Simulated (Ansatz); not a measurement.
Pt (fcc (Cu type)), relaxed and computed with several functionals in Ansatz (plane waves, PAW). Much of their spread follows the volume that each gives.

| functional | V (Å³/atom) | B₀ by P(V) fit (GPa) |
|---|---|---|
| PBE | 15.64 | 248 |
| LDA | 14.76 | 307 |
| PBEsol | 15.04 | ? |
| r²SCAN | 15.29 | 271 |

Fit a straight line to ln B₀ against ln V and predict the withheld value.

Least squares on the 3 shown rows: ln B₀ = -3.67 × ln V + (15.607), with a scatter of 0.3 %. For PBEsol this gives 287. The run itself gave 287, a miss of 0.0 % of that.

All cells were relaxed under the symmetry of their starts (and spin orders); stability against distortions was not tested throughout. Named crystals with no word on spin ran without spin polarisation. Spin–orbit coupling is left out wherever it is not named.

Potentials: the earlier of the program's two PAW sets. The files were generated under PBE; for other functionals the program regenerates the frozen cores, and for LDA and PBEsol the local potential too.

Ansatz (a program for electronic structure) is a plane-wave DFT program.
